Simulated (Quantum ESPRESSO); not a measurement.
**Band energies of K$_{2}$Se**

```
CELL_PARAMETERS angstrom
      0.00000     3.80429     3.80429
      3.80429     0.00000     3.80429
      3.80429     3.80429     0.00000
ATOMIC_POSITIONS crystal
  K  0.25000 0.25000 0.25000
  K  0.75000 0.75000 0.75000
  Se 0.00000 0.00000 0.00000
```

norm-conserving PBEsol (Quantum ESPRESSO, 86 Ry, with spin-orbit coupling); path ΓXWKΓLUWLK,UX; energies in eV from the valence-band maximum.

| k (1/Å) | point | band 34 | band 35 | band 36 | band 37 | band 38 | band 39 | band 40 | band 41 |
|---|---|---|---|---|---|---|---|---|---|
| 0.00 | Γ | -0.16 | 2.02 | 2.02 | 5.19 | 5.19 | 5.19 | 5.19 | 7.23 |
| 0.24 |  | -0.13 | 2.60 | 2.60 | 5.00 | 5.00 | 5.35 | 5.35 | 6.91 |
| 0.59 |  | -0.03 | 3.44 | 3.44 | 5.24 | 5.24 | 5.25 | 5.25 | 6.01 |
| 0.83 | X | 0.00 | 3.20 | 3.20 | 4.85 | 4.85 | 6.30 | 6.30 | 6.54 |
| 0.96 |  | -0.03 | 3.25 | 3.25 | 4.93 | 4.93 | 6.23 | 6.23 | 6.47 |
| 1.24 | W | -0.09 | 3.44 | 3.44 | 5.44 | 5.44 | 5.48 | 5.48 | 6.25 |
| 1.53 | K | -0.07 | 3.45 | 3.45 | 5.07 | 5.07 | 6.09 | 6.09 | 6.31 |
| 1.63 |  | -0.08 | 3.63 | 3.63 | 5.09 | 5.09 | 5.95 | 5.95 | 5.99 |
| 1.92 |  | -0.10 | 3.69 | 3.69 | 4.97 | 4.97 | 5.28 | 5.28 | 6.29 |
| 2.21 |  | -0.14 | 2.43 | 2.43 | 5.17 | 5.17 | 5.23 | 5.23 | 6.89 |
| 2.41 | Γ | -0.16 | 2.02 | 2.02 | 5.19 | 5.19 | 5.19 | 5.19 | 7.23 |
| 2.71 |  | -0.11 | 2.89 | 2.89 | 5.23 | 5.23 | 5.24 | 5.24 | 6.36 |
| 3.02 |  | -0.04 | 4.14 | 4.14 | 4.92 | 4.92 | 5.41 | 5.41 | 5.41 |
| 3.12 | L | -0.04 | 4.46 | 4.46 | 4.56 | 4.56 | 5.43 | 5.43 | 5.44 |
| 3.32 |  | -0.07 | 4.11 | 4.11 | 4.75 | 4.75 | 5.59 | 5.59 | 5.68 |
| 3.53 |  | -0.07 | 3.59 | 3.59 | 5.10 | 5.10 | 5.91 | 5.91 | 6.03 |
| 3.63 | U | -0.07 | 3.45 | 3.45 | 5.07 | 5.07 | 6.09 | 6.09 | 6.31 |
| 3.92 | W | -0.09 | 3.44 | 3.44 | 5.44 | 5.44 | 5.48 | 5.48 | 6.25 |
| 4.17 |  | -0.08 | 3.75 | 3.75 | 5.12 | 5.12 | 5.63 | 5.63 | 5.85 |
| 4.42 |  | -0.05 | 4.45 | 4.45 | 4.51 | 4.51 | 5.46 | 5.46 | 5.52 |
| 4.50 | L | -0.04 | 4.46 | 4.46 | 4.56 | 4.56 | 5.43 | 5.43 | 5.44 |
| 4.59 |  | -0.05 | 4.45 | 4.45 | 4.51 | 4.51 | 5.46 | 5.46 | 5.52 |
| 4.84 |  | -0.08 | 3.74 | 3.74 | 5.06 | 5.06 | 5.78 | 5.78 | 5.86 |
| 5.01 | K | -0.07 | 3.45 | 3.45 | 5.07 | 5.07 | 6.09 | 6.09 | 6.31 |
| 5.01 | U | -0.07 | 3.45 | 3.45 | 5.07 | 5.07 | 6.09 | 6.09 | 6.31 |
| 5.30 | X | 0.00 | 3.20 | 3.20 | 4.85 | 4.85 | 6.30 | 6.30 | 6.54 |

The PBEsol gap is indirect, 2.02 eV, from X to Γ; the smallest direct gap is 2.18 eV.

Geometry relaxed with PBEsol.
